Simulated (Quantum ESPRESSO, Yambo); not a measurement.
Na2PtH4: DFT and GW levels

```cif
data_H8Na4Pt2
_chemical_formula_sum 'H8 Na4 Pt2'
_space_group_name_H-M_alt 'I4/mmm'
_space_group_IT_number 139
_space_group_name_Hall '-I 4 2'
_cell_length_a 5.19455
_cell_length_b 5.19455
_cell_length_c 6.61750
_cell_angle_alpha 90.000
_cell_angle_beta 90.000
_cell_angle_gamma 90.000
loop_
_atom_site_label
_atom_site_type_symbol
_atom_site_symmetry_multiplicity
_atom_site_Wyckoff_symbol
_atom_site_fract_x
_atom_site_fract_y
_atom_site_fract_z
_atom_site_occupancy
H1 H 8 h 0.22395 0.22395 0.00000 1
Na1 Na 4 d 0.00000 0.50000 0.25000 1
Pt1 Pt 2 a 0.00000 0.00000 0.00000 1
```
(The calculation used a cell of 7 atoms; values per cell refer to that cell.)

The geometry is that of Materials Project entry mp-697096, symmetrised and not relaxed again.

Starting point: norm-conserving LDA (Quantum ESPRESSO, 88 Ry, no spin-orbit coupling). G0W0 in Yambo: 4×4×4 Γ-centred k mesh, bands 7 to 132 and a 7 Ry block in the screening, 132 bands in G with the Bruneval-Gonze terminator, plasmon pole fitted at 27.2 eV.

| Quantity | Value |
|---|---|
| LDA gap along the band path | 1.97 eV |
| LDA gap between the mesh's edge points ((0.25, -0.25, -0.5) → Z) | 1.99 eV |
| G0W0 gap between the same points | 3.65 eV |
| LDA smallest direct gap on the mesh (at Z) | 2.02 eV |
| G0W0 direct gap at that point | 3.66 eV |

```
k point              band  E LDA (eV)  E QP (eV)  shift (eV)     Z
-------------------  ----  ----------  ---------  ----------  ----
Γ                      VB       -0.39      -1.70       -1.31  0.81
Γ                      CB        6.43       7.41        0.98  0.84
X                      VB       -0.34      -1.31       -0.96  0.79
X                      CB        3.78       4.64        0.86  0.83
N                      VB       -0.21      -1.17       -0.95  0.79
N                      CB        4.58       5.37        0.79  0.83
P                      VB       -0.29      -1.28       -0.99  0.79
P                      CB        2.61       3.38        0.77  0.83
(0.25, -0.25, -0.5)    VB        0.00      -0.97       -0.97  0.79
(0.25, -0.25, -0.5)    CB        2.92       3.66        0.75  0.84
Z                      VB       -0.03      -0.98       -0.95  0.79
Z                      CB        1.99       2.68        0.69  0.84
```

Energies count from the LDA valence-band maximum.

Convergence of the G0W0 settings was not tested.

Spin-orbit coupling is left out, which matters for elements this heavy: edges can move by tenths of an eV.
